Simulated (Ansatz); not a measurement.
Crystals of one space group, with the same sites and like axis ratios (P4/nmm), relaxed and computed with PBEsol in the plane-wave PAW code Ansatz.

```csv
crystal,a (Å),V (Å³/atom),"highest Γ mode, no LO–TO term (cm⁻¹)",B₀ by P(V) fit (GPa),"spin order, net moment (μB/atom)",ΔH_f (eV/atom)
Cr2C,3.077,8.88,576,334,moments vanished,0.14
Zr2C,…,…,…,…,not spin-polarised,…
Hf2C,3.584,14.54,417,178,not spin-polarised,0.10
Ta2C,3.486,13.09,461,268,not spin-polarised,0.31
```

Some entries are withheld; supply them.


- Zr2C, a (Å): 3.602
- Zr2C, V (Å³/atom): 14.92
- Zr2C, highest Γ mode, no LO–TO term (cm⁻¹): 412
- Zr2C, B₀ by P(V) fit (GPa): 169
- Zr2C, ΔH_f (eV/atom): -0.01

Constructed cells (a structure type filled with these elements, in neither database checked): Cr2C, P4/nmm (Cr on 2a, Cr on 2c, C on 2c); Zr2C, P4/nmm (Zr on 2a, Zr on 2c, C on 2c); Hf2C, P4/nmm (Hf on 2a, Hf on 2c, C on 2c); Ta2C, P4/nmm (Ta on 2a, Ta on 2c, C on 2c). Began spin-polarised and lost the moments: Cr2C, P4/nmm (Cr on 2a, Cr on 2c, C on 2c). All cells were relaxed under the symmetry of their starts (and spin orders); stability against distortions was not tested throughout. Rows with no word on spin ran without spin polarisation. Spin–orbit coupling is left out wherever it is not named.

Potentials: the later of the program's two PAW sets.

Formation energies count from the lowest solids of the elements computed at the same level, not from gases.
